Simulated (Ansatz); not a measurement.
Relaxed-ion elastic tensor of BaS (rock salt, Fm-3m) in GPa (Voigt order), plane-wave PAW LDA (Ansatz code); density 4.56 g/cm³, 30.83 Å³ per atom.

```
 116  18.3  18.3   0.0   0.0   0.0
18.3   116  18.3   0.0   0.0   0.0
18.3  18.3   116   0.0   0.0   0.0
 0.0   0.0   0.0  18.3   0.0   0.0
 0.0   0.0   0.0   0.0  18.3   0.0
 0.0   0.0   0.0   0.0   0.0  18.3
```

Problem. Is the crystal mechanically stable?

Solution. Yes: the smallest eigenvalue of C is 18.3 GPa.

Problem. Work out the Voigt, Reuss and Hill averages.

Solution. K_V = 50.9, K_R = 50.9, K_H = 50.9; G_V = 30.5, G_R = 24.4, G_H = 27.5 GPa.

Problem. Give Young's modulus, Poisson's ratio, Pugh's ratio and the universal anisotropy index.

Solution. E = 9KG/(3K + G) = 69.8 GPa; ν = 0.27; K/G = 1.85 (ductile by the Pugh limit of 1.75); A_U = 5G_V/G_R + K_V/K_R − 6 = 1.26.

Problem. Estimate the sound speeds and the Debye temperature.

Solution. v_l = √((K + 4G/3)/ρ) = 4380 m/s, v_t = √(G/ρ) = 2450 m/s, mean 2730 m/s; Θ = (h/k)(3n/4πV)^(1/3) v_m = 259 K.

Problem. Give the Zener ratio and Young's modulus along [100], [110] and [111].

Solution. A = 2C44/(C11 − C12) = 0.37; 1/E = S11 − 2(S11 − S12 − S44/2)Γ with Γ = 0, 1/4, 1/3 gives 111, 57.0, 49.0 GPa.

Problem. Solve the Christoffel equation for the three sound speeds along [100], [110], [111].

Solution. Eigenvalues of C_ijkl n_j n_l equal ρv². In km/s, slowest first: [100] 2.00, 2.00, 5.05; [110] 2.00, 3.27, 4.33; [111] 2.91, 2.91, 4.06.

The cell was relaxed with LDA under the symmetry of its start; phonons on a q-mesh show no instability. Spin–orbit coupling is left out wherever it is not named.

Potentials: the later of the program's two PAW sets.
